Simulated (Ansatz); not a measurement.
Data sheet: BaC2 (DFT)

BaC2:
```yaml
crystal:
  lattice:
    - [2.60052, 1.50141, 2.47287]
    - [-2.60052, 1.50141, 2.47287]
    - [0.00000, -3.00282, 2.47287]
  atoms:
    - { symbol: Ba, position: [0.00000, 0.00000, 0.00000] }
    - { symbol: C, position: [0.58473, 0.58473, 0.58473] }
    - { symbol: C, position: [0.41527, 0.41527, 0.41527] }
```

Space group R-3m (No. 166); conventional cell a = 5.2010 Å, b = 5.2010 Å, c = 7.4186 Å, α = 90.00°, β = 90.00°, γ = 120.00°.

Method: plane-wave PAW r²SCAN (Ansatz code). Structure relaxed to zero pressure with the same functional. Other levels are named where they apply.

**Cell and energy**

Volume per atom: 19.31 Å³
Density: 4.62 g/cm³
Formation energy from the elements (no fitted shifts): -2.6 kJ/mol-atom

**Electronic structure**

Band gap: 1.79 eV (indirect)
Valence-band maximum: at T
Conduction-band minimum: at Γ
Smallest direct gap on the standard path: 2.58 eV
Electron effective mass, band 1 of 2 at the edge: 0.73 along x, 0.39 along z (mₑ)
Electron effective mass, band 2 of 2 at the edge: 0.34 along x, 0.39 along z (mₑ)
Electron effective mass with spin–orbit coupling: 0.39, 0.48, 0.48 mₑ (principal values)
Hole effective mass: 0.48, 7.1, 7.1 mₑ (principal values)
Hole effective mass with spin–orbit coupling: 0.48, 7.2, 7.2 mₑ (principal values)
HSE06 gap on the r²SCAN cell: 2.63 eV
Gap with spin–orbit coupling: 1.79 eV

**Mechanics**

* **Bulk modulus (Birch–Murnaghan fit)**: 499 kbar
* **Pressure derivative B′**: 4.4
* **Elastic constants (relaxed ions, GPa)**: C11 = 79.1, C12 = 29.5, C13 = 32.8, C14 = 7.6, C33 = 120, C44 = 21.3
* **Mechanical stability**: stable (all eigenvalues of C positive)
* **Hill bulk and shear moduli**: 51.1 and 24.0 GPa
* **Young's modulus**: 62.2 GPa
* **Poisson's ratio**: 0.30
* **Debye temperature from the elastic constants**: 282 K

**Dielectric response**

- Electronic dielectric constant ε∞ (DFPT): 4.06 (xx = yy), 4.82 (zz)
- Static dielectric constant ε0 (ions relaxed, cell fixed): 16.6 (xx = yy), 16.0 (zz)
- Born charges (a third of the trace): Ba +2.70, C -1.35 e

**Phonons**

* **Highest zone-centre frequency (without LO–TO term)**: 1872 cm⁻¹
* **Zone-centre stability**: no imaginary mode at Γ
* **Dynamical stability on the path**: stable (no imaginary branch)
* **Zero-point energy**: 67.8 meV/atom
* **Vibrational entropy at 300 K**: 30.4 J/(K·mol of atoms)

The first step of the workflow began from a Materials Project structure, measured or hypothetical; the Crystallography Open Database copy checked does not list it. Whether it is the stable phase at ambient conditions was not checked. The r²SCAN relaxation kept the symmetry of its start. The references are the lowest solids computed at this level, not always the standard phases. Scalar-relativistic: spin–orbit coupling is off unless named, which matters more the heavier the elements.

Potentials: the later of the program's two PAW sets.
